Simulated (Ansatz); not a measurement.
## Property card for ZrGeS

ZrGeS:
```
ZrGeS
1.0
    3.57593     0.00000     0.00000
    0.00000     3.57593     0.00000
    0.00000     0.00000     7.92990
Zr Ge S
2 2 2
Cartesian
  0.00000   1.78796   5.73811
  1.78796   0.00000   2.19179
  1.78796   1.78796   0.00000
  0.00000   0.00000   0.00000
  0.00000   1.78796   3.01207
  1.78796   0.00000   4.91782
```

Space group P4/nmm (No. 129); conventional cell a = 3.576 Å, b = 3.576 Å, c = 7.930 Å, α = 90.00°, β = 90.00°, γ = 90.00°.

Method: LDA (plane waves, PAW; program Ansatz). Geometry: relaxed at this level of theory. Other levels are named where they apply.

### Cell and energy

```yaml
volume_per_atom: 16.90 Å³
density: 6.42 g/cm³
Formation energy from the elements (no fitted shifts): -1.32 eV/atom
```

### Electronic structure

```yaml
electronic_character: metallic (no gap)
Density of states at the Fermi level: 0.11 states/eV per atom (mean over ±0.08 eV)
```

### Mechanics

```yaml
Bulk modulus (Birch–Murnaghan fit): 139 GPa
Pressure derivative B′: 4.5
```

### Phonons

```yaml
highest_zone_centre_frequency: 308 cm^-1
zone_centre_stability: no imaginary mode at Γ
```

The workflow started from a Materials Project entry (that database holds measured and hypothetical structures alike); the Crystallography Open Database files this formula in space group No. 129, but the cells were not matched. Whether it is the stable phase at ambient conditions was not checked. The cell was relaxed with LDA under the symmetry of its start. No spin polarisation was allowed. As this level gives no gap, phonon frequencies hold no LO–TO term and depend on the k-mesh and smearing (Fermi–Dirac, 0.1 eV here). The references are the lowest solids computed at this level, not always the standard phases. Spin–orbit coupling is left out wherever it is not named.

Potentials: the later of the program's two PAW sets.
